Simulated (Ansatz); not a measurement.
## Point defect: Na vacancy in Na

Computed with Ansatz, DFT r2SCAN, scalar-relativistic, plane waves, PAW. (500 eV cutoff, 3×3×3 k-mesh, Gaussian smearing of 0.10 eV, no spin polarisation)

Host crystal, relaxed:

```xyz
1
Lattice="-2.1116 2.1116 2.1116 2.1116 -2.1116 2.1116 2.1116 2.1116 -2.1116" Properties=species:S:1:pos:R:3 pbc="T T T"
Na    0.0000    0.0000    0.0000
```

Supercell of 32 atoms, rows in host cell vectors: -2 0 2; -2 2 0; -4 -2 -2. Atoms relax at the host's cell, keeping the symmetry that the supercell leaves at the site. The cell is small, so energies carry finite-size errors of tenths of an eV. The host is a metal.

Defect: Na vacancy at (0.000, 0.000, 0.000) of the host cell, charge 0.

(1) Give the relaxed supercell.

Results:

(1)
```
CELL_PARAMETERS angstrom
8.44658 0.00000 -8.44658
8.44658 -8.44658 0.00000
0.00000 -8.44658 -8.44658
ATOMIC_POSITIONS crystal
Na 0.87500 0.37500 0.87500
Na 0.37500 0.87500 0.87500
Na 0.75777 0.75777 0.75777
Na 0.37500 0.37500 0.87500
Na 0.75777 0.22670 0.75777
Na 0.22670 0.75777 0.75777
Na 0.62500 0.62500 0.62500
Na 0.87500 0.87500 0.37500
Na 0.24804 0.24804 0.75589
Na 0.61786 0.13214 0.61786
Na 0.13214 0.61786 0.61786
Na 0.50196 0.50196 0.50196
Na 0.87500 0.37500 0.37500
Na 0.37500 0.87500 0.37500
Na 0.75777 0.75777 0.22670
Na 0.13214 0.13214 0.61786
Na 0.50196 0.99411 0.50196
Na 0.99411 0.50196 0.50196
Na 0.37500 0.37500 0.37500
Na 0.75589 0.24804 0.24804
Na 0.24804 0.75589 0.24804
Na 0.61786 0.61786 0.13214
Na 0.99223 0.99223 0.52330
Na 0.24804 0.24804 0.24804
Na 0.61786 0.13214 0.13214
Na 0.13214 0.61786 0.13214
Na 0.50196 0.50196 0.99411
Na 0.12500 0.12500 0.12500
Na 0.52330 0.99223 0.99223
Na 0.99223 0.52330 0.99223
Na 0.99223 0.99223 0.99223
```
Around the defect: 8 Na at 3.43 Å. The run ended with a moment of 0.00 μB (no spin polarisation).

Cost: 2 runs of about 16 core-minutes in all, on Intel Xeon Processor @ 2.10GHz (Emerald Rapids) (shared hosts).